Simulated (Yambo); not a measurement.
# Convergence of the G0W0 gap of TiO₂

G0W0@LDA for TiO2 (rutile, space group P4_2/mnm, No. 136) in Yambo. Reference settings: 4×4×6 Γ-centred k mesh, bands 3 to 127 and a 8 Ry block in the screening, 127 bands in G with the Bruneval-Gonze terminator, plasmon pole fitted at 27.2 eV. The LDA gap Γ → Γ on this mesh is 1.80 eV; G0W0 gaps are taken between the same points.

| change from the reference | G0W0 gap Γ → Γ (eV) | shift of the valence edge (eV) | rough Yambo cost |
|---|---|---|---|
| reference settings | 3.28 | -0.17 | 1 |
| 85 bands in W, 85 bands in G | 3.28 | -0.10 | within a factor of two |
| 85 bands in G | 3.27 | -0.16 | – |
| 65 bands in W | 3.30 | -0.04 | about 1/2 |
| 1 Ry block | 5.58 | -0.80 | within a factor of two |
| 7 Ry block | 3.29 | -0.14 | within a factor of two |
| no random integration | 3.26 | -0.03 | – |
| 85 bands in G, no terminator | 3.41 | 0.24 | – |

The reference isn't shown to be the converged limit. Costs are rough (shared machines), scaled to the same edge states, and given only for runs that recompute the screening. In the run with 127 bands and a 8 Ry block, which covers more k points, the smallest G0W0 gap is 3.25 eV, Γ → R.

Geometry of the Materials Project entry, not relaxed at this level; primitive cell a = b = 4.5998 Å, c = 2.9592 Å, α = β = γ = 90.00°.

A shift is the quasiparticle energy of the state minus its LDA energy.
